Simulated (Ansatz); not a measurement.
GaS:
```
GaS
1.0
    3.59053     0.00000     0.00000
   -1.79527     3.10949     0.00000
    0.00000     0.00000    15.44702
Ga S
4 4
Cartesian
  0.00000   2.07299   2.63788
  1.79527   1.03650  10.36139
  0.00000   2.07299   5.08563
  1.79527   1.03650  12.80914
  0.00000   2.07299   9.27338
  1.79527   1.03650   1.54987
  0.00000   2.07299  13.89714
  1.79527   1.03650   6.17364
```

Relaxed with PBE+D3(BJ). Special points in fractions of this cell's reciprocal vectors: Γ (0.000, 0.000, 0.000); M (0.500, 0.000, 0.000); K (0.333, 0.333, 0.000); A (0.000, 0.000, 0.500); L (0.500, 0.000, 0.500); H (0.333, 0.333, 0.500).

Q: List the band energies nearest the valence-band maximum at these points for plane-wave PAW PBE+D3(BJ) (Ansatz code).

A: In eV from the valence-band maximum; about four levels below and three above (degenerate sets whole), none deeper than 8.9 eV; points with the same levels are listed once.

```
k                                below                above
-  -----------------------------------  -------------------
Γ               -1.45 -1.42 -1.42 0.00       1.65 2.34 2.83
M              -2.56 -2.34 -2.23 -1.67       1.56 1.71 2.05
K              -2.35 -2.35 -2.00 -2.00  1.75 2.27 3.22 3.22
A  -1.45 -1.45 -1.45 -1.45 -0.72 -0.72  2.08 2.08 2.92 2.92
L              -2.56 -2.56 -1.94 -1.94  1.77 1.77 2.06 2.06
H              -2.55 -2.55 -1.86 -1.86  1.97 1.97 3.11 3.11
```

Space group P6_3/mmc. The PBE+D3(BJ) relaxation kept the symmetry of its start. Scalar-relativistic: spin–orbit coupling is off unless named, which matters more the heavier the elements.

Potentials: the later of the program's two PAW sets.
